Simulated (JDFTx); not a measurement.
| Property | Value |
|---|---|
| surface | Pb(110) |
| bulk | Pb, Fm-3m, lattice of mp-20483 (not re-optimised) |
| slab | 5 atoms in 5 planes, (1×1), 7.0 Å between the outermost planes |
| in-plane cell | 4.990 × 3.528 Å, 17.60 Å² |
| cell height | 26.1 Å |
| sampling | 4×6×1 k mesh, Fermi smearing 0.01 Ha, no spin polarisation |

Adsorbate: N on both faces at 1.00 monolayer, started bridge and relaxed in vacuum, keeping the symmetry of the start.

Level of theory: RPBE, GBRV ultrasoft potentials made for PBE, plane waves to 20/100 Ha; code: JDFTx (a modified build). The adsorption energy per N is [E(slab + 2 N) − E(slab)]/2 − (½ E(N2)), with the gas molecules relaxed at the same level and slab energies taken as (E + F)/2, the usual estimate of zero smearing. These are electronic energies without vibrational corrections. Reconstruction of the substrate beyond this cell is outside the model.

Predict the adsorption energy and the geometry, and the change of the work function.

3.05 eV. N sits 1.19 Å above the highest substrate atom, bound to 2 Pb at 2.13 Å. The work function goes from 3.55 to 6.26 eV.
